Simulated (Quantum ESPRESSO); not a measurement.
## Calculated data, Mg₂Sc₂AgMo₃ (simulated cell)

Calculation on a made-up metal alloy cell, not a measurement, with one named mistake planted (healthy values lack it): no spin or spin-orbit, unrelaxed, 2900 K smearing, stress positive in tension, cell energy less the intended atoms' offsets; periodic Kohn-Sham density functional theory in plane waves with PseudoDojo standard norm-conserving scalar-relativistic pseudopotentials, each functional with its own files (v0.5 for PBE, v0.4.1 for LDA and PBEsol), eight atoms on drawn sites of a strained close-packed or body-centred lattice, each displaced and held fixed; the energy is the cell's free energy, ions and the entropy term -TS included, at the stated Fermi-Dirac width, less a fixed offset for each atom's element (shifted free energy); compositions with an open d shell lost a parallel starting moment in a cheaper test run, and other magnetic orders were not tried; an error bar is the largest change of its kind in a tighter rerun, never given below 0.002 eV, 0.02 GPa or 0.003 eV/angstrom, and covers cutoff and k-mesh only, not smearing or the files. Program: Quantum ESPRESSO 7.5.

```cif
# cell vector a (Å): 0.0000 2.1226 2.1226
# cell vector b (Å): 0.0000 4.2453 -4.2453
# cell vector c (Å): -8.4905 -2.1226 2.1226
data_Mg2Sc2AgMo3
_symmetry_space_group_name_H-M 'P 1'
_symmetry_Int_Tables_number 1
_cell_length_a 3.0018
_cell_length_b 6.0038
_cell_length_c 9.0055
_cell_angle_alpha 109.471
_cell_angle_beta 90.000
_cell_angle_gamma 90.000
_cell_volume 153.02
loop_
_atom_site_label
_atom_site_type_symbol
_atom_site_fract_x
_atom_site_fract_y
_atom_site_fract_z
_atom_site_occupancy
Mo1 Mo 0.97659 0.00375 0.00367 1
Mo2 Mo 0.01008 0.24328 0.50312 1
Sc1 Sc 0.98966 0.50640 0.00446 1
Sc2 Sc 0.00784 0.75776 0.49882 1
Mo3 Mo 0.48855 0.13537 0.75493 1
Mg1 Mg 0.51682 0.38015 0.25565 1
Ag1 Ag 0.50775 0.62316 0.74349 1
Mg2 Mg 0.49458 0.87273 0.24625 1
_calc_lattice_type 'face-centred cubic'
_calc_intended_functional 'pbe'
_calc_cutoff 1197  # eV
_calc_fermi_dirac_smearing 0.25  # eV
_calc_intended_electrons_removed 0
_calc_healthy_entropy_term_negative_ts -1.82  # eV
_calc_healthy_pressure -3.9  # GPa
_calc_healthy_stress_xx 3.31  # GPa
_calc_healthy_stress_yy 3.89  # GPa
_calc_healthy_stress_zz 4.48  # GPa
_calc_healthy_stress_yz 0.98  # GPa
_calc_healthy_stress_xz -2.08  # GPa
_calc_healthy_stress_xy 1.14  # GPa
_calc_fault_kind 'cell scaled'
_calc_fault_length_scale_change 0.77  # percent
_calc_run_command 'mpirun -np 4 pw.x -nk 4 -in in'
_calc_run_processor 'Intel Xeon, 2023 or later, virtual cores'
_calc_k_mesh '8 x 4 x 3 shifted half a step off Gamma on each axis'
_calc_structure_shown 'the intended cell'
_calc_healthy_shifted_free_energy 1.303  # eV
_calc_faulty_stress_xy ?
_calc_faulty_shifted_free_energy ?
_calc_faulty_entropy_term_negative_ts ?
_calc_faulty_stress_xz ?
```

Atoms:
```csv
atoms element,atom site,atom energy offset (eV)
Mo,1,-1911.95
Mo,2,-1911.95
Sc,3,-1317.21
Sc,4,-1317.21
Mo,5,-1911.95
Mg,6,-1616.19
Ag,7,-4218.03
Mg,8,-1616.19
```

Healthy forces:
```csv
site,x (eV/Å),y (eV/Å),z (eV/Å)
1,1.123,0.641,-0.436
2,-0.913,-0.328,0.365
3,1.35,-0.153,0.344
4,-1.268,0.093,-0.171
5,0.105,-0.186,0.183
6,0.112,-0.924,0.666
7,-0.236,0.043,-0.131
8,-0.273,0.815,-0.82
```

Notes: a spin test at this wide smearing found no moment, but such smearing suppresses magnetism that the real alloy may have; lattice, volume and sites are drawn at random and may be unstable or far from any real phase; energies are for the whole cell, less offsets fitted to these runs, so they are not formation energies; error bars of the healthy run: energy 0.0049 eV, stress 0.02 GPa, force 0.0051 eV/Å, from a tighter rerun of this or a related cell; 18 SCF iterations, 226 s of wall time on a shared machine.

Q: Mg₂Sc₂AgMo₃ (simulated cell): faulty stress xy?
A: 1.13 GPa

Q: Estimate the faulty shifted free energy of Mg₂Sc₂AgMo₃ (simulated cell).
A: 1.411 eV

Q: Give the missing faulty entropy term negative ts for Mg₂Sc₂AgMo₃ (simulated cell).
A: -1.864 eV

Q: Give the missing faulty stress xz for Mg₂Sc₂AgMo₃ (simulated cell).
A: -2.02 GPa

Further results for Mg₂Sc₂AgMo₃ (simulated cell):

```
faulty pressure  : -5.8 GPa
faulty stress xx : 5.23 GPa
faulty stress yy : 5.81 GPa
faulty stress zz : 6.37 GPa
faulty stress yz : 0.9 GPa
```

Faulty forces:
```csv
site,x (eV/Å),y (eV/Å),z (eV/Å)
1,1.133,0.637,-0.448
2,-0.959,-0.347,0.386
3,1.348,-0.161,0.342
4,-1.269,0.109,-0.183
5,0.113,-0.169,0.167
6,0.11,-0.902,0.655
7,-0.214,0.033,-0.116
8,-0.262,0.799,-0.804
```
